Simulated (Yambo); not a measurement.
Material: KIO$_{3}$ (space group R3m, No. 160); a = b = c = 4.4383 Å, α = β = γ = 88.67° (5 atoms in the cell). The geometry is that of Materials Project entry mp-552729, symmetrised and not relaxed again.

With LDA (Quantum ESPRESSO, PseudoDojo norm-conserving, 84 Ry, no spin-orbit coupling), the gap between the mesh's edge points (Z → Z) is 2.450 eV.

Problem. What does a G0W0 run in Yambo give for it (4×4×4 Γ-centred k mesh, 126 bands and a 7 Ry block in the screening, 126 bands in G with the Bruneval-Gonze terminator, plasmon pole fitted at 27.2 eV)?

Solution. The correction is 1.622 eV, giving 4.072 eV, 1.7 times the LDA value.  Nearest settings tried, and what they do to the gap: 81 bands in G: +7 meV; 60 bands in W: +80 meV; 3 Ry block (63 vectors against 191): -73 meV. Not varied: mesh. So the settings aren't converged at that level. Without spin-orbit coupling, band edges of such heavy elements can be off by tenths of an eV.
